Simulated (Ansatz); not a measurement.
SrNbNO2:
```cif
data_NNbO2Sr
_chemical_formula_sum 'Sr1 Nb1 N1 O2'
_space_group_name_H-M_alt 'P4/mmm'
_space_group_IT_number 123
_space_group_name_Hall '-P 4 2'
_cell_length_a 4.00982
_cell_length_b 4.00982
_cell_length_c 4.06041
_cell_angle_alpha 90.000
_cell_angle_beta 90.000
_cell_angle_gamma 90.000
loop_
_atom_site_label
_atom_site_type_symbol
_atom_site_symmetry_multiplicity
_atom_site_Wyckoff_symbol
_atom_site_fract_x
_atom_site_fract_y
_atom_site_fract_z
_atom_site_occupancy
Sr1 Sr 1 a 0.00000 0.00000 0.00000 1
Nb1 Nb 1 d 0.50000 0.50000 0.50000 1
N1 N 1 c 0.50000 0.50000 0.00000 1
O1 O 2 e 0.00000 0.50000 0.50000 1
```

Relaxed at zero pressure with the program Ansatz at the PBEsol level (PAW).

### Question
The volume is raised by 6 % and shape and atoms relax at that volume. What pressure results, and how do the axes share the change?

### Answer
-10.0 GPa; a 2.0 %, b 2.0 %, c 1.8 %; the energy rises by 26 meV/atom.

### Question
Give the new structure.

### Answer

Space group P4/mmm (No. 123); a = 4.0914 Å, b = 4.0914 Å, c = 4.1341 Å, α = 90.00°, β = 90.00°, γ = 90.00°

```
atom  site  symmetry       x       y       z
----  ----  --------  ------  ------  ------
Sr      1a     4/mmm  0.0000  0.0000  0.0000
Nb      1d     4/mmm  0.5000  0.5000  0.5000
N       1c     4/mmm  0.5000  0.5000  0.0000
O       2e      mmm.  0.0000  0.5000  0.5000
```

The phase is kept; no other phase was compared at this pressure.

The first step of the workflow began from a Materials Project structure, measured or hypothetical; the Crystallography Open Database copy checked does not list it. With N and O taken as one species the cell has the higher symmetry Pm-3m, so it may be an ordered model of a mixed-site phase. Its standing as an ambient phase is unchecked. The PBEsol relaxation kept the symmetry of its start. At this level the phase is dynamically unstable (imaginary phonons). The run is not spin-polarised.

Potentials: the later of the program's two PAW sets.
